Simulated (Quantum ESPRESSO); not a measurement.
**Cheap against tight settings: AlP**

```
CELL_PARAMETERS angstrom
      0.00000     2.73649     2.73649
      2.73649     0.00000     2.73649
      2.73649     2.73649     0.00000
ATOMIC_POSITIONS crystal
  Al 0.00000 0.00000 0.00000
  P  0.75000 0.75000 0.75000
```
The cell comes from the Materials Project (a computed structure). It is AlP in F-43m. Stability against distortions was not tested.

Method: σ by GIPAW with PBE in a modified build of Quantum ESPRESSO, on JTH PAW datasets. The cutoff rises from row to row, with the meshes as listed. These are absolute shieldings with no macroscopic susceptibility term; δ = σ_ref − σ needs a reference computed alike. The datasets of Al, P hold no d projectors, which limits absolute σ on these atoms. Static lattice: thermal averaging is not included.

| setting | cutoff (Ha) | k-mesh | σ_iso Al (ppm) | σ_iso P (ppm) | f-sum rule missed by (%) |
|---|---|---|---|---|---|
| A | 10 | 4×4×4 through Γ | 310.2 | 148.4 | 14 |
| B | 12 | 6×6×6 shifted | 414.1 | 472.8 | 0.02 |
| C | 20 | 8×8×8 shifted | 414.1 | 471.3 | 0.00 |
| D | 30 | 11×11×11 shifted | 414.1 | 471.1 | 0.00 |

Largest change from the last row but one to the last: σ_iso P (ppm) by -0.3.
